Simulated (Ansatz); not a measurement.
An Ansatz (a program for electronic structure) run. Input:

Ansatz 0.2 input:
```yaml
crystal:
  lattice:
    - [0.0, 2.783672865, 2.783672865]
    - [2.783672865, 0.0, 2.783672865]
    - [2.783672865, 2.783672865, 0.0]
  atoms:
    - { symbol: Zn, position: [0.0, 0.0, 0.0] }
    - { symbol: Se, position: [0.25, 0.25, 0.25] }
kpoints:
  mp_grid: { grid: [9, 9, 9] }
hamiltonian:
  xc: lda
  pseudopotentials: { azcp: { folder: ./paw }, kind: paw }
scf:
  occupations: { method: fixed }
phonons:
  method: dfpt
  response_accuracy: low
  eigenvectors: true
  rigid_motions: translations
  dielectric: true
  raman: true
```

Output (shortened):

```
Pseudopotential: Zn, paw, valence charge 12
Pseudopotential: Se, paw, valence charge 16
Functional definition: SPW92
Crystal: 2 atoms, lattice volume = 43.140 Å³
Basis set: ecut = 420 eV, 869 PW (Γ), exchange–correlation on 54×54×54 points (8 copies of the dense FFT grid, shifted against one another)
Bands: 18, of which v1, the nominal top of the filled ones, is band 14 counted from 1 (13 counted from 0)
Symmetry: 24 space group operations
k-points: 125 of 729 (irreducible under 4 space group operations, time reversal used)
SCF iter   1: F=—  HF=-8631.205672 eV  |F-HF|=—  |Δ(HF+E_count)|=         —  Δρ=5.96e-2  dr2=9.81e-1  ethr=3.10e-3  ⟨swp⟩=4.4  Hψ=10790  notcnv=0  defer=198
preconditioner: auto → none
SCF iter   2: F=—  HF=-8630.954215 eV  |F-HF|=—  |Δ(HF+E_count)|=   2.51e-1  Δρ=2.69e-2  dr2=1.91e-1  ethr=3.10e-3  ⟨swp⟩=3.0  Hψ=4971  notcnv=0  defer=208
SCF iter   3: F=—  HF=-8630.868862 eV  |F-HF|=—  |Δ(HF+E_count)|=   8.54e-2  Δρ=1.17e-2  dr2=3.11e-2  ethr=6.82e-4  ⟨swp⟩=2.0  Hψ=4509  notcnv=0  defer=233
SCF iter   4: F=—  HF=-8630.860755 eV  |F-HF|=—  |Δ(HF+E_count)|=   8.11e-3  Δρ=2.75e-3  dr2=1.78e-3  ethr=1.11e-4  ⟨swp⟩=2.3  Hψ=4526  notcnv=0  defer=239
SCF iter   5: F=—  HF=-8630.861057 eV  |F-HF|=—  |Δ(HF+E_count)|=   3.02e-4  Δρ=9.92e-4  dr2=2.95e-4  ethr=6.36e-6  ⟨swp⟩=2.1  Hψ=3679  notcnv=0  defer=244
SCF iter   6: F=—  HF=-8630.861105 eV  |F-HF|=—  |Δ(HF+E_count)|=   4.79e-5  Δρ=6.25e-5  dr2=1.16e-6  ethr=1.05e-6  ⟨swp⟩=2.0  Hψ=4256  notcnv=0  defer=244
SCF iter   7: F=—  HF=-8630.861103 eV  |F-HF|=—  |Δ(HF+E_count)|=   1.40e-6  Δρ=2.18e-5  dr2=2.16e-7  ethr=4.14e-9  ⟨swp⟩=2.0  Hψ=4000  notcnv=0  defer=33
SCF iter   8: F=—  HF=-8630.861103 eV  |F-HF|=—  |Δ(HF+E_count)|=   9.32e-8  Δρ=8.31e-6  dr2=1.52e-8  ethr=7.73e-10  ⟨swp⟩=2.0  Hψ=4000  notcnv=0  defer=33
SCF iter  10: F=-8630.861103 eV  HF=-8630.861103 eV  |F-HF|=3.64e-12  |Δ(HF+E_count)|=  6.55e-11  Δρ=7.53e-8  dr2=7.73e-13  ethr=1.00e-12  ⟨swp⟩=8.0  Hψ=14285  notcnv=0
SCF 1 converged in 10 iterations: F = -8630.861103 eV  dr2 = 7.73e-13
NSCF: frozen V_eff on 6 k-points
DFPT response loops at Γ: preconditioner auto → none (the input reference at scf.mixing.eps_inf says where Resta's filter doesn't serve); β = 0.50 …
── the response to a field inside a basis, on 12×12×12 k-points: an SCF that follows is theirs, and a resumed run solves both again ──
Crystal: 2 atoms, lattice volume = 43.140 Å³
Bands: 15, of which v1, the nominal top of the filled ones, is band 14 counted from 1 (13 counted from 0)
k-points: 182
SCF iter   1: F=—  HF=-8630.859951 eV  |F-HF|=—  |Δ(HF+E_count)|=         —  Δρ=1.35e-4  dr2=2.72e-6  ethr=1.00e-1
preconditioner: auto → none
SCF iter   2: F=—  HF=-8630.859950 eV  |F-HF|=—  |Δ(HF+E_count)|=   1.65e-6  Δρ=1.47e-4  dr2=4.01e-6  ethr=9.72e-9
SCF iter   3: F=—  HF=-8630.859951 eV  |F-HF|=—  |Δ(HF+E_count)|=   1.01e-6  Δρ=9.52e-5  dr2=2.25e-6  ethr=9.72e-9
SCF iter   4: F=—  HF=-8630.859949 eV  |F-HF|=—  |Δ(HF+E_count)|=   1.26e-6  Δρ=1.40e-5  dr2=4.51e-8  ethr=8.03e-9
SCF iter   5: F=—  HF=-8630.859949 eV  |F-HF|=—  |Δ(HF+E_count)|=   1.01e-8  Δρ=2.14e-6  dr2=8.49e-10  ethr=1.61e-10
SCF iter   6: F=-8630.859949 eV  HF=-8630.859949 eV  |F-HF|=1.82e-12  |Δ(HF+E_count)|=  2.00e-11  Δρ=1.84e-7  dr2=5.63e-12  ethr=3.03e-12
SCF 1 converged in 6 iterations: F = -8630.859949 eV  dr2 = 5.63e-12
DFPT response loops at Γ: mixed as the last ones told, above
DFPT response loops at Γ: mixed as the last ones told, above
WARN: field response: ε∞ stands inside a basis, on 12×12×12 points …
SCF converged after 10 iterations
Free energy (F): -8630.861103 eV
Harris-Foulkes:  -8630.861103 eV  (|F-HF|=3.64e-12)
Internal energy: -8630.861103 eV  (E = F + TS)
E sigma→0 (E₀):  -8630.861103 eV
Fermi energy:    6.957540 eV
--- Per-component energies (eV) ---
  E_band       = -384.562319
  E_kinetic    = 260.688070
  E_local      = -4768.632065  (includes V_loc(G=0)·N_el)
  E_nonlocal   = 471.741613
  E_hartree    = 2205.754984
  E_xc         = -163.143343
  E_vxc        = -143.022769  (∫ρ·V_xc dr)
  E_paw        = -3871.103880  (= ΣΔE_a)
  E_vpaw       = -616.846530  (= ΣTr[D̂ρ^β])
  E_aug_tail   = -0.000619  (compensation charges beyond the density's cutoff)
  E_ewald      = -2769.940366
  E_core_change = 3.774503  (= ΣΔE_core)
  E_smearing   =  0.000000  (= −TS)
  E_closure    =  0.000000  (closes the sum)
  Σ components = -8630.861103   (vs F -8630.861103, Δ=0.00e0)
  [band-id]    e_kinetic+e_local+e_nonlocal+2·e_hartree+e_vxc+e_vpaw+e_augmentation_tail = -384.562331   (vs E_band -384.562319, Δ=-1.23e-5)
--- Band table (eV; the first three rows and the last of 125) ---
  k-point 0: bands = ["-40.2114", "-40.2114", "-40.2114", "-40.2060", "-40.2060", "-6.7289", "0.0911", "0.0911", "0.0911", "0.5019", "0.5019", "6.9575", "6.9575", "6.9575", "8.2041", "12.6540", "12.6540", "12.6540"]
  k-point 1: bands = ["-40.2114", "-40.2114", "-40.2114", "-40.2060", "-40.2060", "-6.6396", "0.0933", "0.1052", "0.1052", "0.5004", "0.5004", "5.7494", "6.8207", "6.8207", "9.1133", "12.5888", "12.8766", "12.8766"]
  k-point 2: bands = ["-40.2114", "-40.2113", "-40.2113", "-40.2060", "-40.2060", "-6.3987", "0.1244", "0.1384", "0.1384", "0.5003", "0.5003", "4.0976", "6.5117", "6.5117", "9.6423", "13.2045", "13.2656", "13.2656"]
  k-point 124: bands = ["-40.2114", "-40.2112", "-40.2111", "-40.2060", "-40.2059", "-5.7264", "0.2086", "0.2399", "0.4090", "0.5066", "0.6134", "2.2669", "3.9108", "5.3718", "11.5785", "12.7305", "13.2871", "15.9249"]
--- Phonons (Γ-DFPT): 2 representative perturbations + reference, on 125 of 729 k-points (Σ response iterations 6) ---
  ASR residual: 1.230e-4 → 0.000e0 eV/Å²; symmetrization residual: 3.885e-5 eV/Å²
  ASR residual per site (eV/Å²): 1.23e-4 7.77e-5
  Γ frequencies (cm⁻¹): 0.00 0.00 0.00 217.79 217.79 217.79
  ε∞ (high-frequency dielectric tensor):
        7.507207     0.000000     0.000000
        0.000000     7.507207     0.000000
        0.000000     0.000000     7.507207
  ε⁰ (static dielectric tensor: ions relaxed, cell fixed):
       10.112432     0.000000     0.000000
        0.000000    10.112432     0.000000
        0.000000     0.000000    10.112432
  ε⁰ − ε∞ (ionic part):
        2.605225     0.000000     0.000000
        0.000000     2.605225     0.000000
        0.000000     0.000000     2.605225
  softest optical mode at Γ: 217.79 cm⁻¹; the repairs (sum rule, projections) moved no ω² at Γ by more than (1.22 cm⁻¹)²
  Born effective charges Z* (e; rows j = field, columns β = displacement):
    site 0:
         1.96853    0.00000    0.00000
         0.00000    1.96853    0.00000
         0.00000    0.00000    1.96853
    site 1:
        -1.96853    0.00000    0.00000
         0.00000   -1.96853    0.00000
         0.00000    0.00000   -1.96853
  Z* charge neutrality: 3.669e-4 e pre-enforcement
  solved inside a basis spanned on kpoints, on 12×12×12 k-points transformed towards the longest dipole …
  Raman tensors (in the event stream and the table raman_tensors.tsv) …
  optical modes at Γ without the LO–TO term, one row a degenerate level:
      ω (cm⁻¹)  modes    IR ((D/Å)²/amu)  static Raman (Å⁴/amu)  depolarisation
        217.79      3             7.4985                 2.1578           0.750
  optical modes at Γ + LO–TO along q̂ = [1.0000, 0.0000, 0.0000]:
      ω (cm⁻¹)  modes    IR ((D/Å)²/amu)  static Raman (Å⁴/amu)  depolarisation
        217.79      2             4.9990                 1.4386           0.750
        252.77      1             2.4995                18.0299           0.750
  optical modes at Γ + LO–TO along q̂ = [0.0000, 1.0000, 0.0000]:
      ω (cm⁻¹)  modes    IR ((D/Å)²/amu)  static Raman (Å⁴/amu)  depolarisation
        217.79      2             4.9990                 1.4386           0.750
        252.77      1             2.4995                18.0299           0.750
  optical modes at Γ + LO–TO along q̂ = [0.0000, 0.0000, 1.0000]:
      ω (cm⁻¹)  modes    IR ((D/Å)²/amu)  static Raman (Å⁴/amu)  depolarisation
        217.79      2             4.9990                 1.4386           0.750
        252.77      1             2.4995                18.0299           0.750
```

Cost: very roughly 5 core-minutes on shared cores.

Space group F-43m (zinc blende). The cell was relaxed with LDA under the symmetry of its start. Scalar-relativistic: spin–orbit coupling is off unless named, which matters more the heavier the elements.

Potentials: the earlier of the program's two PAW sets. The files were generated under PBE; for other functionals the program regenerates the frozen cores, and for LDA and PBEsol the local potential too.

Ansatz is a plane-wave DFT program.
